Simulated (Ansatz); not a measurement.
SnC (rock salt, Fm-3m) at seven volumes, the program Ansatz at the PBEsol level (PAW), scaled uniformly. One row is withheld.

```json
[
 {"V (Å³/atom)": "12.131", "P (GPa)": "?"},
 {"V (Å³/atom)": "12.531", "P (GPa)": "10.56"},
 {"V (Å³/atom)": "12.931", "P (GPa)": "4.93"},
 {"V (Å³/atom)": "13.331", "P (GPa)": "-0.01"},
 {"V (Å³/atom)": "13.731", "P (GPa)": "-4.04"},
 {"V (Å³/atom)": "14.130", "P (GPa)": "-7.48"},
 {"V (Å³/atom)": "14.530", "P (GPa)": "-10.50"}
]
```

Problem. Fit the shown pressures and predict the withheld one.

Solution. Third-order Birch–Murnaghan: P = (3/2)B₀(x^(7/2) − x^(5/2))[1 + (3/4)(B′ − 4)(x − 1)] with x = (V₀/V)^(2/3). Least squares on the six rows gives V₀ = 13.336 Å³/atom, B₀ = 147.8 GPa, B′ = 4.45. At V = 12.131, x = 1.0652 and P = 17.29 GPa. The run itself gave 17.55 GPa.

A made-up cell: these elements were put on the sites of a structure type; neither database checked (COD, Materials Project) lists it. Whether it is the stable phase at ambient conditions was not checked. Symmetry was held in the PBEsol relaxation; whether a distortion lowers the energy is not shown. Spin–orbit coupling is left out wherever it is not named.

Potentials: the later of the program's two PAW sets.
